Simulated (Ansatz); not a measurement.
5 guesses for GeCl5 and where they end

Level of theory: DFT PBE, scalar-relativistic, plane waves, PAW (Ansatz). Settings: cutoff 420 eV, Γ-centred meshes spaced at most about 0.3 Å⁻¹, and about 0.25 Å⁻¹ or finer for metals (2π included), Gaussian smearing. No spin polarisation in the final relaxations.

Each guess was relaxed in cell and atoms at zero pressure, within the symmetry of its start. These are static total energies at zero pressure. Coordination counts Cl atoms around Ge (those within 1.25 times the shortest such distance or 1.15 times the sum of covalent radii, 1.27 where that leaves under three; the shortest distance is added where it exceeds 1.18 times the sum of covalent radii).

| guess | made from | start group | V start (Å³/atom) | end group | V end (Å³/atom) | coordination at the end | gap on mesh (eV) | E over the lowest end (meV/atom) |
| --- | --- | --- | --- | --- | --- | --- | --- | --- |
| 1 | random cell | P4/mmm | 27.0 | P4/mmm | 27.7 | Ge 8 from 2.8 Å | 0 | 222 |
| 2 | Li5Mg type | P-6m2 | 36.2 | P-6m2 | 28.3 | Ge 6 from 2.7 Å | 0 | 236 |
| 3 | random cell | P6mm | 29.6 | P6/mmm | 34.2 | Ge 2 | 0 | 0 |
| 4 | Be5Au type | F-43m | 27.3 | F-43m | 22.2 | Ge 16 from 3.4 Å | 0 | 609 |
| 5 | random cell | P-3m1 | 28.5 | ? | ? | ? | ? | ? |

Guess 5 as it starts:

```
CELL_PARAMETERS angstrom
4.92885 0.00000 0.00000
-2.46443 4.26851 0.00000
0.00000 0.00000 8.13712
ATOMIC_POSITIONS crystal
Ge 0.00000 0.00000 0.00000
Cl 0.33333 0.66667 0.22764
Cl 0.66667 0.33333 0.77236
Cl 0.50000 0.00000 0.50000
Cl 0.00000 0.50000 0.50000
Cl 0.50000 0.50000 0.50000
```

Task: Predict the end of this guess and its energy over the lowest end.

Result: It ends in space group P-3m1 (No. 164), with a = 4.923 Å, c = 10.148 Å, 35.5 Å³/atom and no gap. It lies 152 meV/atom over the lowest end, above guess 3 and below guess 1. Counting Cl atoms around Ge, this end has Ge 6 from 3.0 Å and the lowest (guess 3) has Ge 2.

Space group P-3m1 (No. 164). a = 4.923 Å, b = 4.923 Å, c = 10.148 Å, α = 90.00°, β = 90.00°, γ = 120.00°
```csv
atom,site,symmetry,x,y,z
Ge,1a,-3m.,0.0000,0.0000,0.0000
Cl,2d,3m.,0.3333,0.6667,0.0884
Cl,3f,.2/m.,0.5000,0.0000,0.5000
```

Formation energies are uncorrected and refer to the elements' standard structures at the same level (Cl₂ as a molecule).

Task: Is the lowest end bound against the elements?

Result: Yes: its formation energy is −0.16 eV/atom. Whether it is stable depends on the other phases of the system, which aren't compared here.

The k mesh leaves some 4 meV/atom of noise in the energy of each metallic cell. Weakly bound directions are ill-defined at this level, which has no dispersion term (P6/mmm, P-3m1, P4/mmm, P-6m2), and this can change margins and order among such cells. In P6/mmm, P-3m1, P4/mmm, P-6m2, F-43m an odd number of electrons in the primitive cell allows no gap without spin; a larger cell or a magnetic state could open one. A magnetic state wasn't ruled out in cells without spin, among them P6/mmm, P4/mmm, P-6m2, F-43m. Cells relaxed within their symmetry can be saddle points. A lower structure may well exist outside this small set. Some structure types and database cells were kept out of the candidates from the start, so a known form may be missing.
